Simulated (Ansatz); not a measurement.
BaInHO2 in space group P4/mmm (No. 123; Ba on 1d, In on 1a, O on 2f, H on 1b) at seven volumes, PBEsol (plane waves, PAW; program Ansatz), shape and atoms relaxed at each. One row is withheld.

| V (Å³/atom) | P (GPa) |
|---|---|
| 12.962 | ? |
| 13.389 | 7.40 |
| 13.817 | 3.40 |
| 14.244 | 0.01 |
| 14.671 | -2.87 |
| 15.099 | -5.30 |
| 15.526 | -7.37 |

**Question.** Fit the shown pressures and predict the withheld one.

**Answer.** Third-order Birch–Murnaghan: P = (3/2)B₀(x^(7/2) − x^(5/2))[1 + (3/4)(B′ − 4)(x − 1)] with x = (V₀/V)^(2/3). Least squares on the six rows gives V₀ = 14.245 Å³/atom, B₀ = 103.8 GPa, B′ = 4.50. At V = 12.962, x = 1.0649 and P = 12.12 GPa. The run itself gave 12.13 GPa.

The start of the workflow was typed in or built on a structure type; neither database checked (COD, Materials Project) lists it. Its standing as an ambient phase is unchecked. The cell was relaxed with PBEsol under the symmetry of its start. At this level the phase is dynamically unstable (imaginary phonons). Scalar-relativistic: spin–orbit coupling is off unless named, which matters more the heavier the elements.

Potentials: the earlier of the program's two PAW sets. The files were generated under PBE; for other functionals the program regenerates the frozen cores, and for LDA and PBEsol the local potential too.
